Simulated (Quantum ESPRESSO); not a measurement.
Band energies of PbF₂

```
PbF2
1.0
    0.00000     2.94666     2.94666
    2.94666     0.00000     2.94666
    2.94666     2.94666     0.00000
F Pb
2 1
Cartesian
  4.41999   4.41999   4.41999
  1.47333   1.47333   1.47333
  0.00000   0.00000   0.00000
```

PBE (Quantum ESPRESSO, PseudoDojo norm-conserving, 84 Ry, without SOC); path ΓXWKΓLUWLK,UX; energies in eV from the valence-band maximum.

| k (1/Å) | point | band 10 | band 11 | band 12 | band 13 | band 14 | band 15 | band 16 | band 17 |
|---|---|---|---|---|---|---|---|---|---|
| 0.00 | Γ | -2.58 | -2.58 | -2.09 | -2.09 | -2.09 | 6.80 | 6.80 | 6.80 |
| 0.32 |  | -2.87 | -2.41 | -1.96 | -1.96 | -1.58 | 5.85 | 7.07 | 7.07 |
| 0.75 |  | -3.50 | -1.87 | -1.72 | -1.72 | -0.49 | 4.61 | 7.75 | 7.75 |
| 1.07 | X | -3.70 | -1.66 | -1.65 | -1.65 | -0.15 | 4.43 | 7.95 | 7.95 |
| 1.60 | W | -2.80 | -2.80 | -1.72 | -1.59 | 0.00 | 6.09 | 6.09 | 7.52 |
| 1.98 | K | -3.46 | -2.18 | -1.81 | -1.67 | -0.03 | 5.34 | 6.70 | 7.94 |
| 2.39 |  | -2.83 | -2.83 | -2.19 | -1.76 | -0.32 | 5.46 | 6.87 | 7.65 |
| 2.70 |  | -2.83 | -2.44 | -2.36 | -1.91 | -1.13 | 5.69 | 7.11 | 7.16 |
| 3.11 | Γ | -2.58 | -2.58 | -2.09 | -2.09 | -2.09 | 6.80 | 6.80 | 6.80 |
| 3.41 |  | -2.64 | -2.64 | -2.13 | -2.13 | -1.41 | 5.99 | 7.02 | 7.02 |
| 3.83 |  | -2.78 | -2.78 | -2.23 | -2.23 | -0.23 | 5.11 | 7.61 | 7.61 |
| 4.03 | L | -2.80 | -2.80 | -2.25 | -2.25 | -0.05 | 5.03 | 7.72 | 7.72 |
| 4.14 |  | -2.85 | -2.80 | -2.21 | -2.19 | -0.05 | 5.07 | 7.61 | 7.73 |
| 4.57 |  | -3.37 | -2.32 | -1.87 | -1.70 | -0.03 | 5.55 | 6.52 | 7.92 |
| 4.68 | U | -3.46 | -2.18 | -1.81 | -1.67 | -0.03 | 5.34 | 6.70 | 7.94 |
| 4.93 |  | -3.06 | -2.54 | -1.73 | -1.61 | -0.01 | 5.70 | 6.47 | 7.60 |
| 5.06 | W | -2.80 | -2.80 | -1.72 | -1.59 | 0.00 | 6.09 | 6.09 | 7.52 |
| 5.34 |  | -2.85 | -2.81 | -1.82 | -1.76 | -0.03 | 5.67 | 6.52 | 7.75 |
| 5.63 |  | -2.88 | -2.81 | -2.13 | -2.10 | -0.05 | 5.15 | 7.42 | 7.75 |
| 5.81 | L | -2.80 | -2.80 | -2.25 | -2.25 | -0.05 | 5.03 | 7.72 | 7.72 |
| 5.98 |  | -2.91 | -2.78 | -2.17 | -2.12 | -0.05 | 5.12 | 7.49 | 7.75 |
| 6.22 |  | -3.21 | -2.51 | -1.96 | -1.80 | -0.04 | 5.49 | 6.71 | 7.86 |
| 6.47 | K | -3.46 | -2.18 | -1.81 | -1.67 | -0.03 | 5.34 | 6.70 | 7.94 |
| 6.47 | U | -3.46 | -2.18 | -1.81 | -1.67 | -0.03 | 5.34 | 6.70 | 7.94 |
| 6.84 | X | -3.70 | -1.66 | -1.65 | -1.65 | -0.15 | 4.43 | 7.95 | 7.95 |

The PBE gap is indirect, 4.43 eV, from W to X; the smallest direct gap is 4.58 eV.

Spin-orbit coupling is left out; with 6p states at a band edge it can lower the gap by many tenths of an eV, most of a small gap.

Geometry relaxed with PBEsol.
